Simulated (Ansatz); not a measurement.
**Cr: clamped-ion strain scan**

Level of theory: Ansatz 0.2.0, DFT PBEsol, scalar-relativistic, plane waves, PAW. Settings: plane waves to 420 eV, k-mesh 24×24×24 (Γ-centred), Gaussian smearing 0.15 eV. No spin polarisation. A magnetic state may lie lower. Energies are free energies at this smearing, counted from the undisturbed cell; pressure is positive in compression.

The starting cell (as given, not relaxed at this level; it stands at -17.7 GPa):

```yaml
crystal:
  lattice:
    - [-1.44195, 1.44195, 1.44195]
    - [1.44195, -1.44195, 1.44195]
    - [1.44195, 1.44195, -1.44195]
  atoms:
    - { symbol: Cr, position: [0.00000, 0.00000, 0.00000] }
```

The cell is strained by ε times the Voigt pattern (1, 0, 0, 0, 0, 0) (xx, yy, zz, yz, xz, xy; engineering shear) with fractional coordinates fixed. The cell is metallic on the mesh throughout. At -18 GPa the given cell is far from its own equilibrium, so these figures belong to a strongly strained crystal.

| ε | ΔE (meV/atom) |
| --- | --- |
| -0.1000 | 63.7 |
| -0.0750 | 5.9 |
| -0.0500 | -21.8 |
| -0.0250 | -22.6 |
| 0.0000 | 0.0 |
| 0.0250 | 42.3 |
| 0.0500 | 100.9 |
| 0.0750 | 172.5 |
| 0.0875 | 212.4 |
| 0.1000 | 254.4 |

(1) Predict the pressure (GPa) at each point.

Results:

(1)
| ε | pressure (GPa) |
| --- | --- |
| -0.1000 | 11.8 |
| -0.0750 | 2.5 |
| -0.0500 | -5.4 |
| -0.0250 | -12.1 |
| 0.0000 | -17.7 |
| 0.0250 | -22.3 |
| 0.0500 | -26.2 |
| 0.0750 | -29.4 |
| 0.0875 | -30.8 |
| 0.1000 | -32.0 |

Cost: 10 runs of about 1.4 core-minutes in all, on Arm Neoverse V1 (shared hosts).